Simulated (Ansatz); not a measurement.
Level of theory: DFT PBE, scalar-relativistic, plane waves, PAW (Ansatz). All cells share a 420 eV cutoff and Γ-centred k meshes spaced about 0.3 Å⁻¹ or finer (0.25 for metals, 2π included). These runs have no spin polarisation.

This relaxed Al3RuN cell comes from a structure search over trial cells.

```xyz
10
Lattice="6.0772 0.0000 0.0000 0.0000 3.0271 0.0000 0.0000 0.0000 6.6083" Properties=species:S:1:pos:R:3 pbc="T T T"
Al    5.9489    1.5136    1.3528
Al    3.1670    1.5136    1.3528
Al    0.1283    1.5136    5.2555
Al    2.9103    1.5136    5.2555
Al    4.5579    0.0000    3.5868
Al    1.5193    0.0000    3.0215
Ru    1.5193    0.0000    0.1706
Ru    4.5579    0.0000    6.4378
N     0.0000    1.5136    3.3042
N     3.0386    1.5136    3.3042
```

**Question.** Is this structure dynamically stable?

**Answer.** As far as tested, yes. The phonons on a 1×2×1 q mesh of the computed 10-atom cell show no imaginary mode. (Phonon run: 6×10×6 k mesh, Gaussian smearing of 0.10 eV.) After random moves of the atoms it relaxes back. The optical modes at Γ run from 115 to 640 cm⁻¹, and the highest mode on the mesh lies at 649 cm⁻¹. Around Al on a site of symmetry m lie 1 N at 1.96 Å, 4 Ru at 2.53–2.56 Å and 4 Al at 2.72–2.79 Å; around Al on a site of symmetry mm2 lie 4 N at 2.16 Å, 4 Al at 2.79 Å, 1 Ru at 2.85 Å and 8 Al at 3.03–3.09 Å; Ru has 8 Al at 2.53–2.56 Å, 1 Al at 2.85 Å and 4 Ru at 3.03–3.06 Å; around N lie 2 Al at 1.96 Å and 4 Al at 2.16 Å. The phonon run warned that its eigensolver hadn't fully converged.

Phonons of metals hang on the k mesh and the smearing.
